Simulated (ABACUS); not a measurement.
Set-up for a self-consistent single point of Si₂W (I4/mmm, 6 atoms in the cell; from Materials Project mp-1620, changed as shown).

```
Si2W
1.0
    3.16902     0.00000     0.00000
    0.00000     3.16902     0.00000
    0.00000     0.00000     7.69113
Si W
4 2
Direct
  0.00000   0.00000   0.33499
  0.50000   0.50000   0.16501
  0.50000   0.50000   0.83499
  0.00000   0.00000   0.66501
  0.00000   0.00000   0.00000
  0.50000   0.50000   0.50000
```

Computed with PBE, PseudoDojo 0.5 standard norm-conserving PBE (tails mended) pseudopotentials (plane waves; ABACUS 3.10.1).

ABACUS settings:

```
key                                                                   value
---------------  ----------------------------------------------------------
KPT                                                     Gamma 12 12 5 0 0 0
basis_type                                                               pw
ecutwfc                                                               74 Ry
smearing_method                                                          fd
smearing_sigma                                                0.00367493 Ry
potentials       PseudoDojo 0.5 standard norm-conserving PBE (tails mended)
symmetry                                                                  1
ks_solver                                                      dav_subspace
scf_nmax                                                                100
scf_thr                                                          1.0e-09 Ry
mixing_type                                                         broyden
```

Task: Estimate, at this level of theory: pressure and largest force (vector length).

Result: The run gave:

- Pressure: 15.41 GPa
- Largest force (vector length): 0.241 eV/Å

For comparison: a first run was changed to give this one (lattice scaled by 0.98), and from it to this one the free energy rises by 37.1 meV/atom, the pressure goes from 0.11 to 15.41 GPa and the largest force goes from 0.066 to 0.241 eV/Å.

The structure comes from a collection of computed structures, made at another level of theory; the collection holds predicted forms beside known ones. Its lattice was then scaled.

Cost on one core: about 3 core-minutes (a rough figure).

“Tails mended”: in these copies of the files the far tail of each local potential was reset to the Coulomb form.
